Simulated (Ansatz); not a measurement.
Ba, fcc: geometry optimisation

Level of theory: DFT, BLYP, plane waves (420 eV) with PAW, scalar-relativistic (Ansatz). The PAW files were generated under PBE, with cores re-solved for the functional.

k-point mesh 9×9×9, Fermi-Dirac smearing 0.1 eV, no spin polarisation. Cell and atoms relax.

Starting structure:

```yaml
crystal:
  lattice:
    - [0.0, 3.1498026247, 3.1498026247]
    - [3.1498026247, 0.0, 3.1498026247]
    - [3.1498026247, 3.1498026247, 0.0]
  atoms:
    - { symbol: Ba, position: [0.0, 0.0, 0.0] }
hamiltonian:
  xc: blyp
  pseudopotentials:
    kind: paw
    azcp:
      Ba: "pseudopotentials/Ba.paw.azcp"
basis:
  ecutwfc: 420
  fft_grid_basis: typed
kpoints:
  mp_grid: { grid: [9, 9, 9], shift: [0, 0, 0] }
magnetization:
  spin_polarized: false
scf:
  occupations: { method: fermi_dirac, width: 0.1 }
relax:
  max_steps: 60
  f_tol: 0.01
  cell: {}
output:
  write_density: true
  write_potential: true
  elf: true
  volumetric_format: npy
```

Task: What cell does the relaxation end in?

Result: Fm-3m with a = 6.453 Å; 67.18 Å³ per atom against 62.50 at the start (7.5 %).

Task: How much energy does the relaxation gain?

Result: 9.7 meV per atom.
